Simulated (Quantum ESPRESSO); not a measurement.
# Zr3Hf2Mo2W: one run as intended and one with a planted mistake

Computed values, not a measurement. The program is pw.x of Quantum ESPRESSO 7.5 (plane-wave density functional theory). The cell is made up: eight metal atoms on a face-centred cubic lattice, with elements, volume, strain and displacements drawn at random and not relaxed, so it may be unstable or far from any real phase. PseudoDojo standard norm-conserving files set the functional (PBE unless stated); there is no spin polarisation or spin-orbit coupling, the Fermi-Dirac width of 0.25 eV means electrons at about 2900 K, and the masses in the input are unused placeholders. Heavy elements are run without spin-orbit coupling, which real alloys of them have. A spin test at this wide smearing found no moment, but such smearing suppresses magnetism that the real alloy may have.

Intended input:

```
&control calculation='scf', pseudo_dir='./dojo.nc.sr.pbe.v0_5.standard.upf', outdir='./o', disk_io='minimal', tprnfor=.true., tstress=.true. /
&system ibrav=0, nat=8, ntyp=4, nbnd=69, ecutwfc=79.96652505, nosym=.true., tot_charge=0,
 occupations='smearing', smearing='fd', degauss=0.0183746611
/
&electrons conv_thr=1.470e-08, electron_maxstep=70, mixing_beta=0.5 /
ATOMIC_SPECIES
Hf 1.0 Hf.upf
Mo 1.0 Mo.upf
W 1.0 W.upf
Zr 1.0 Zr.upf
CELL_PARAMETERS angstrom
0.0 2.1795 2.1795
-4.359 2.1795 -2.1795
-4.359 -6.5385 6.5385
ATOMIC_POSITIONS angstrom
Zr 0.2384 0.0384 -0.091
Hf -4.3466 -4.6221 4.4166
Hf -4.2533 -2.2572 2.2455
Mo -4.2527 -0.0569 0.1407
Zr -1.9755 -2.1611 4.5287
Zr -2.1609 0.1498 2.0507
Mo -2.1546 1.9811 0.0754
W -6.4687 -2.3391 4.2468
K_POINTS automatic
8 5 3 1 1 1
```

The log is shortened where brackets say so; the opening notice, blank lines, dates and the lines on written files are dropped, and the path of the files is cut. It prints rydbergs, bohrs and kilobars, and counts compression as positive stress. Its total energy is the free energy E - TS of the whole cell.

Log of the intended run:

```
     Program PWSCF v.7.5
     Parallel version (MPI & OpenMP), running on       4 processor cores
     Number of MPI processes:                 4
     Threads/MPI process:                     1
     [start-up lines left out]
     bravais-lattice index     =            0
     lattice parameter (alat)  =       5.8247  a.u.
     unit-cell volume          =    1117.8595 (a.u.)^3
     number of atoms/cell      =            8
     number of atomic types    =            4
     number of electrons       =       102.00
     number of Kohn-Sham states=           69
     kinetic-energy cutoff     =      79.9665  Ry
     charge density cutoff     =     319.8661  Ry
     scf convergence threshold =      1.5E-08
     mixing beta               =       0.5000
     number of iterations used =            8  plain     mixing
     Exchange-correlation= PBE
                           (   1   4   3   4   0   0   0)
     [axes and pseudopotential details left out]
   Cartesian axes
     site n.     atom                  positions (alat units)
         1        Zr     tau(   1) = (   0.0773454   0.0124583  -0.0295236  )
         2        Hf     tau(   2) = (  -1.4101906  -1.4995725   1.4329010  )
         3        Hf     tau(   3) = (  -1.3799207  -0.7323154   0.7285195  )
         4        Mo     tau(   4) = (  -1.3797261  -0.0184604   0.0456480  )
         5        Zr     tau(   5) = (  -0.6409220  -0.7011372   1.4692702  )
         6        Zr     tau(   6) = (  -0.7010723   0.0486004   0.6653195  )
         7        Mo     tau(   7) = (  -0.6990283   0.6427388   0.0244624  )
         8        W      tau(   8) = (  -2.0986748  -0.7588867   1.3778119  )
     number of k points=    60  Fermi-Dirac smearing, width (Ry)=  0.0184
                       cart. coord. in units 2pi/alat
        k(    1) = (  -0.0824958   0.0324091   0.0559793), wk =   0.0333333
        k(    2) = (   0.0353553   0.1502602  -0.0618718), wk =   0.0333333
     [further k points left out]
     Dense  grid:   108127 G-vectors     FFT dimensions: (  36,  60, 120)
     Estimated max dynamical RAM per process >     410.07 MB
     Estimated total dynamical RAM >       1.52 GB
     Initial potential from superposition of free atoms
     starting charge     101.9858, renormalised to     102.0000
     Starting wfcs are   80 randomized atomic wfcs
     total cpu time spent up to now is       12.2 secs
     per-process dynamical memory:   327.6 Mb
     Self-consistent Calculation
     iteration #  1     ecut=    79.97 Ry     beta= 0.50
     Davidson diagonalization with overlap
     ethr =  1.00E-02,  avg # of iterations =  2.6
     total cpu time spent up to now is       39.4 secs
     total energy              =    -960.62258167 Ry
     estimated scf accuracy    <       2.46097729 Ry
     iteration #  2     ecut=    79.97 Ry     beta= 0.50
     Davidson diagonalization with overlap
     ethr =  2.41E-03,  avg # of iterations =  4.8
     total cpu time spent up to now is       75.4 secs
     total energy              =    -958.03978033 Ry
     estimated scf accuracy    <      78.69519448 Ry
     [iterations 3 to 22 left out]
     iteration # 23     ecut=    79.97 Ry     beta= 0.50
     Davidson diagonalization with overlap
     ethr =  2.80E-11,  avg # of iterations =  2.0
     total cpu time spent up to now is      634.6 secs
     total energy              =    -962.06369660 Ry
     estimated scf accuracy    <       0.00000002 Ry
     iteration # 24     ecut=    79.97 Ry     beta= 0.50
     Davidson diagonalization with overlap
     ethr =  1.58E-11,  avg # of iterations =  1.9
     total cpu time spent up to now is      656.2 secs
     End of self-consistent calculation
     [lines on levels left out]
!    total energy              =    -962.06369660 Ry
     estimated scf accuracy    <          6.1E-09 Ry
     smearing contrib. (-TS)   =      -0.17095444 Ry
     internal energy E=F+TS    =    -961.89274215 Ry
     The total energy is F=E-TS. E is the sum of the following terms:
     one-electron contribution =    -190.96521968 Ry
     hartree contribution      =     138.92233018 Ry
     xc contribution           =    -191.29984338 Ry
     ewald contribution        =    -718.55000927 Ry
     convergence has been achieved in  24 iterations
     Forces acting on atoms (cartesian axes, Ry/au):
     atom    1 type  4   force =     0.01951806   -0.04181095    0.04177760
     atom    2 type  1   force =    -0.02703593    0.03320870   -0.03563239
     atom    3 type  1   force =    -0.00413936   -0.01413903    0.02609543
     atom    4 type  2   force =    -0.00750869    0.03223645   -0.02675851
     atom    5 type  4   force =    -0.01203076    0.00546797   -0.01846578
     atom    6 type  4   force =     0.01576536   -0.02318918    0.03175189
     atom    7 type  2   force =    -0.02615096    0.00636915   -0.01638779
     atom    8 type  3   force =     0.04158228    0.00185690   -0.00238046
     Total force =     0.121362     Total SCF correction =     0.000318
     Computing stress (Cartesian axis) and pressure
          total   stress  (Ry/bohr**3)                   (kbar)     P=      -20.89
  -0.00021964  -0.00005974   0.00001184          -32.31       -8.79        1.74
  -0.00005974  -0.00014070   0.00006755           -8.79      -20.70        9.94
   0.00001184   0.00006755  -0.00006563            1.74        9.94       -9.66
     init_run     :     11.39s CPU     11.78s WALL (       1 calls)
     electrons    :    631.76s CPU    644.05s WALL (       1 calls)
     forces       :      4.04s CPU      4.08s WALL (       1 calls)
     stress       :     14.18s CPU     14.48s WALL (       1 calls)
     [timing details left out]
     PWSCF        :  11m 1.77s CPU  11m14.91s WALL
     JOB DONE.
```

A second run has one planted mistake: two atoms have their elements exchanged. The input lines that differ:

```
- Zr 0.2384 0.0384 -0.091
+ W 0.2384 0.0384 -0.091
- W -6.4687 -2.3391 4.2468
+ Zr -6.4687 -2.3391 4.2468
```

Its log:

```
     Program PWSCF v.7.5
     Parallel version (MPI & OpenMP), running on       4 processor cores
     Number of MPI processes:                 4
     Threads/MPI process:                     1
     [start-up lines left out]
     bravais-lattice index     =            0
     lattice parameter (alat)  =       5.8247  a.u.
     unit-cell volume          =    1117.8595 (a.u.)^3
     number of atoms/cell      =            8
     number of atomic types    =            4
     number of electrons       =       102.00
     number of Kohn-Sham states=           69
     kinetic-energy cutoff     =      79.9665  Ry
     charge density cutoff     =     319.8661  Ry
     scf convergence threshold =      1.5E-08
     mixing beta               =       0.5000
     number of iterations used =            8  plain     mixing
     Exchange-correlation= PBE
                           (   1   4   3   4   0   0   0)
     [axes and pseudopotential details left out]
   Cartesian axes
     site n.     atom                  positions (alat units)
         1        W      tau(   1) = (   0.0773454   0.0124583  -0.0295236  )
         2        Hf     tau(   2) = (  -1.4101906  -1.4995725   1.4329010  )
         3        Hf     tau(   3) = (  -1.3799207  -0.7323154   0.7285195  )
         4        Mo     tau(   4) = (  -1.3797261  -0.0184604   0.0456480  )
         5        Zr     tau(   5) = (  -0.6409220  -0.7011372   1.4692702  )
         6        Zr     tau(   6) = (  -0.7010723   0.0486004   0.6653195  )
         7        Mo     tau(   7) = (  -0.6990283   0.6427388   0.0244624  )
         8        Zr     tau(   8) = (  -2.0986748  -0.7588867   1.3778119  )
     number of k points=    60  Fermi-Dirac smearing, width (Ry)=  0.0184
                       cart. coord. in units 2pi/alat
        k(    1) = (  -0.0824958   0.0324091   0.0559793), wk =   0.0333333
        k(    2) = (   0.0353553   0.1502602  -0.0618718), wk =   0.0333333
     [further k points left out]
     Dense  grid:   108127 G-vectors     FFT dimensions: (  36,  60, 120)
     Estimated max dynamical RAM per process >     410.07 MB
     Estimated total dynamical RAM >       1.52 GB
     Initial potential from superposition of free atoms
     starting charge     101.9858, renormalised to     102.0000
     Starting wfcs are   80 randomized atomic wfcs
     total cpu time spent up to now is       11.9 secs
     per-process dynamical memory:   327.6 Mb
     Self-consistent Calculation
     iteration #  1     ecut=    79.97 Ry     beta= 0.50
     Davidson diagonalization with overlap
     ethr =  1.00E-02,  avg # of iterations =  2.6
     total cpu time spent up to now is       37.7 secs
     total energy              =    -958.80571576 Ry
     estimated scf accuracy    <       4.98479212 Ry
     iteration #  2     ecut=    79.97 Ry     beta= 0.50
     Davidson diagonalization with overlap
     ethr =  4.89E-03,  avg # of iterations =  5.2
     total cpu time spent up to now is       72.5 secs
     total energy              =    -957.06750344 Ry
     estimated scf accuracy    <     136.53658302 Ry
     [iterations 3 to 19 left out]
     iteration # 20     ecut=    79.97 Ry     beta= 0.50
     Davidson diagonalization with overlap
     ethr =  4.14E-11,  avg # of iterations =  6.0
     total cpu time spent up to now is      512.3 secs
     total energy              =    -962.03512087 Ry
     estimated scf accuracy    <       0.00000008 Ry
     iteration # 21     ecut=    79.97 Ry     beta= 0.50
     Davidson diagonalization with overlap
     ethr =  4.14E-11,  avg # of iterations =  2.0
     total cpu time spent up to now is      535.0 secs
     End of self-consistent calculation
     [lines on levels left out]
!    total energy              =    -962.03512087 Ry
     estimated scf accuracy    <          8.9E-09 Ry
     smearing contrib. (-TS)   =      -0.17212171 Ry
     internal energy E=F+TS    =    -961.86299916 Ry
     The total energy is F=E-TS. E is the sum of the following terms:
     one-electron contribution =    -196.32982559 Ry
     hartree contribution      =     141.60876930 Ry
     xc contribution           =    -191.29556253 Ry
     ewald contribution        =    -715.84638034 Ry
     convergence has been achieved in  21 iterations
     Forces acting on atoms (cartesian axes, Ry/au):
     atom    1 type  3   force =    -0.01252789   -0.03684133    0.03962435
     atom    2 type  1   force =    -0.03040608    0.00556599   -0.00804161
     atom    3 type  1   force =     0.02551998   -0.00119814    0.00431997
     atom    4 type  2   force =    -0.00555842    0.03716384   -0.03466157
     atom    5 type  4   force =    -0.01127728    0.01691356   -0.03268352
     atom    6 type  4   force =     0.04744337   -0.00600667    0.01686441
     atom    7 type  2   force =    -0.02522894    0.00514086   -0.01580553
     atom    8 type  4   force =     0.01203525   -0.02073810    0.03038351
     Total force =     0.117699     Total SCF correction =     0.000463
     Computing stress (Cartesian axis) and pressure
          total   stress  (Ry/bohr**3)                   (kbar)     P=      -20.23
  -0.00018620  -0.00008614   0.00001824          -27.39      -12.67        2.68
  -0.00008614  -0.00019207   0.00008453          -12.67      -28.26       12.43
   0.00001824   0.00008453  -0.00003430            2.68       12.43       -5.05
     init_run     :     11.37s CPU     11.74s WALL (       1 calls)
     electrons    :    512.80s CPU    523.12s WALL (       1 calls)
     forces       :      3.78s CPU      3.81s WALL (       1 calls)
     stress       :     13.36s CPU     13.63s WALL (       1 calls)
     [timing details left out]
     PWSCF        :   9m 1.47s CPU   9m12.61s WALL
     JOB DONE.
```

```
                                            intended run  run with the mistake
                          free energy (eV)    -13089.543            -13089.155
         entropy term -TS, part of it (eV)        -2.326                -2.342
                            pressure (GPa)         -2.09                 -2.02
size of the largest force component (eV/Å)         1.075                 1.220
largest change of a force component (eV/Å)                               0.842
                                iterations            24                    21
```

For scale, a rerun of the intended cell at a higher cutoff and on a denser mesh moved values by no more than 0.004 eV in energy, 0.02 GPa in stress and 0.004 eV/Å in force, and a second program with other atomic files agreed on that cell to 2 % rms in force and 0.5 GPa in pressure.